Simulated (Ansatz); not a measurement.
**Kick test of a cell of LiSi₂Ni₆**

It was reached by relaxing an invented guess, and it needn't be the stable form of this composition.

The calculation used DFT PBE, scalar-relativistic, plane waves, PAW in Ansatz 0.2.0. Plane waves to 420 eV, a k mesh through Γ of 12×12×6 on the computed 9-atom cell and Gaussian smearing (0.10 eV); no spin polarisation.

The cell below (9 atoms, space group P6/mmm (No. 191)) is relaxed within its symmetry.

```xyz
9
Lattice="3.9754 0.0000 0.0000 -1.9877 3.4428 0.0000 0.0000 0.0000 7.4135" Properties=species:S:1:pos:R:3 pbc="T T T"
Li    0.0000    0.0000    0.0000
Si    0.0000    0.0000    2.4252
Si    0.0000    0.0000    4.9883
Ni    0.0000    2.2952    1.2769
Ni    0.0000    2.2952    3.7068
Ni    0.0000    2.2952    6.1366
Ni    1.9877    1.1476    1.2769
Ni    1.9877    1.1476    3.7068
Ni    1.9877    1.1476    6.1366
```

For the test it was strained at random (σ = 1.5 % a component), the atoms were moved at random (σ = 0.15 Å), and all was relaxed again on a coarse 6×6×4 mesh (in the run’s order of axes) with 0.20 eV smearing, with no symmetry imposed.

Trial moments died out on the coarse mesh, so the last step has no spin; another magnetic start might hold.

Question: Is the structure stable against such a distortion?

Answer: It doesn't return. The energy falls by 175 meV/atom on that mesh, the volume changes by -2.9 %, and the end has space group P-3m1 (No. 164) at a loose tolerance. Relaxed again on a 12×12×6 mesh with 0.10 eV smearing, the new structure lies 175 meV/atom below the first (mesh in the axes of the run's cell; the cell below is made exact in the group named). Space group P-3m1 (No. 164), trigonal, a = 3.862 Å, c = 7.619 Å. Around Li lie 6 Ni at 2.35 Å, 2 Si at 2.45 Å and 6 Ni at 2.86 Å; around Si lie 6 Ni at 2.32–2.36 Å, 1 Li at 2.45 Å, 1 Si at 2.72 Å, 3 Ni at 2.81 Å and 3 Ni at 2.96 Å; Ni on its first site is surrounded by 3 Li at 2.35 Å, 8 Ni at 2.47–2.68 Å and 3 Si at 2.81 Å; around Ni on its second site lie 3 Si at 2.36 Å, 8 Ni at 2.47–2.64 Å and 3 Si at 2.96 Å; 1 more site not described.

```cif
data_structure
_symmetry_space_group_name_H-M 'P 1'
_symmetry_Int_Tables_number 1
_cell_length_a 3.8616
_cell_length_b 3.8616
_cell_length_c 7.6194
_cell_angle_alpha 90.000
_cell_angle_beta 90.000
_cell_angle_gamma 120.000
_cell_volume 98.40
loop_
_atom_site_label
_atom_site_type_symbol
_atom_site_fract_x
_atom_site_fract_y
_atom_site_fract_z
_atom_site_occupancy
Li1 Li 0.00000 0.00000 0.00000 1
Si1 Si 0.00000 0.00000 0.32165 1
Si2 Si 0.00000 0.00000 0.67835 1
Ni1 Ni 0.33333 0.66667 0.09745 1
Ni2 Ni 0.33333 0.66667 0.42223 1
Ni3 Ni 0.33333 0.66667 0.76393 1
Ni4 Ni 0.66667 0.33333 0.23607 1
Ni5 Ni 0.66667 0.33333 0.57777 1
Ni6 Ni 0.66667 0.33333 0.90255 1
```
